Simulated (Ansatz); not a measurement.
Data sheet: Ni3P2O8 (DFT)

Ni₃P₂O₈:
```yaml
crystal:
  lattice:
    - [5.81439, 0.00000, 0.00000]
    - [0.00000, 4.68912, 0.00000]
    - [-0.19462, 0.00000, 10.08899]
  atoms:
    - { symbol: Ni, position: [0.75678, 0.51330, 0.22648] }
    - { symbol: Ni, position: [0.24322, 0.48670, 0.77352] }
    - { symbol: Ni, position: [0.24322, 0.01330, 0.27352] }
    - { symbol: Ni, position: [0.75678, 0.98670, 0.72648] }
    - { symbol: Ni, position: [0.50000, 0.00000, 0.00000] }
    - { symbol: Ni, position: [0.50000, 0.50000, 0.50000] }
    - { symbol: P, position: [0.25048, 0.57808, 0.09467] }
    - { symbol: P, position: [0.74952, 0.42192, 0.90533] }
    - { symbol: P, position: [0.74952, 0.07808, 0.40533] }
    - { symbol: P, position: [0.25048, 0.92192, 0.59467] }
    - { symbol: O, position: [0.46620, 0.73522, 0.16223] }
    - { symbol: O, position: [0.53380, 0.26478, 0.83777] }
    - { symbol: O, position: [0.53380, 0.23522, 0.33777] }
    - { symbol: O, position: [0.46620, 0.76478, 0.66223] }
    - { symbol: O, position: [0.05004, 0.70103, 0.17303] }
    - { symbol: O, position: [0.94996, 0.29897, 0.82697] }
    - { symbol: O, position: [0.94996, 0.20103, 0.32697] }
    - { symbol: O, position: [0.05004, 0.79897, 0.67303] }
    - { symbol: O, position: [0.25637, 0.80747, 0.45158] }
    - { symbol: O, position: [0.74363, 0.19253, 0.54842] }
    - { symbol: O, position: [0.74363, 0.30747, 0.04842] }
    - { symbol: O, position: [0.25637, 0.69253, 0.95158] }
    - { symbol: O, position: [0.26708, 0.24634, 0.60117] }
    - { symbol: O, position: [0.73292, 0.75366, 0.39883] }
    - { symbol: O, position: [0.73292, 0.74634, 0.89883] }
    - { symbol: O, position: [0.26708, 0.25366, 0.10117] }
```
The run is spin-polarised; directions of the spins, atom by atom: ↑ ↑ ↑ ↑ ↑ ↑ 0 0 0 0 0 0 0 0 0 0 0 0 0 0 0 0 0 0 0 0.

Space group P2_1/c (No. 14); conventional cell a = 5.814 Å, b = 4.689 Å, c = 10.091 Å, α = 90.00°, β = 91.11°, γ = 90.00°.

Method: r²SCAN in the plane-wave PAW code Ansatz. Structure relaxed to zero pressure with the same functional. Other levels are named where they apply.

### Cell and energy

```json
{
  "volume_per_atom": "10.58 Å³",
  "density": "4.42 g/cm³",
  "Formation energy from the elements (no fitted shifts)": "-1.87 eV/atom"
}
```

### Electronic structure

```json
{
  "band_gap": "2.56 eV (indirect)",
  "valence_band_maximum": "at Γ",
  "conduction_band_minimum": "at E (k = 0.500, 0.500, 0.500 in fractions of the reciprocal vectors)",
  "smallest_direct_gap_on_the_standard_path": "2.64 eV"
}
```

### Magnetism

```json
{
 "magnetic_order": "ferromagnetic",
 "net_moment": "0.46 μB per atom"
}
```

The first step of the workflow began from a Materials Project structure, measured or hypothetical; the Crystallography Open Database files this formula in space group No. 14, but the cells were not matched. Whether it is the stable phase at ambient conditions was not checked. The cell was relaxed with r²SCAN under the symmetry of its start; its stability against distortions is not shown here. Spin order of the final state: ferromagnetic, chosen from 2 collinear starts compared on coarse meshes (ties went to the first, and starts can fall back to one state), not a proven ground state. The program gave a warning on the electronic state, which may not be the lowest. No Hubbard U is applied. The references are the lowest solids computed at this level, not always the standard phases (solids in place of the gases).

Potentials: the later of the program's two PAW sets.
